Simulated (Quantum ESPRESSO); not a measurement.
RbHgF₃ is taken in the cubic space group Pm-3m (No. 221), the cubic perovskite structure, Pearson symbol cP5. Cell: a = 4.5492 Å, b = 4.5492 Å, c = 4.5492 Å, α = 90.00°, β = 90.00°, γ = 90.00°. F on 3c has 2 Hg at 2.275 Å and 4 Rb at 3.217 Å (octahedral). Rb on 1a is surrounded by 12 F at 3.217 Å (cuboctahedral). Hg on 1b is surrounded by 6 F at 2.275 Å (octahedral). (Neighbours: up to the widest gap in distance over summed covalent radii, below 1.35, at either atom; cation-cation contacts left out.)

The geometry is that of Materials Project entry mp-7482, symmetrised and not relaxed again.

What does LDA (Quantum ESPRESSO, PseudoDojo norm-conserving, 84 Ry, scalar-relativistic) give for the electronic structure near the Fermi level?

The LDA gap is indirect, 0.35 eV, from R to Γ; the smallest direct gap is 2.78 eV. Spin-orbit coupling is left out, which matters for elements this heavy: edges can move by tenths of an eV. The cell is held in this high symmetry; tilts and polar distortions were not searched.
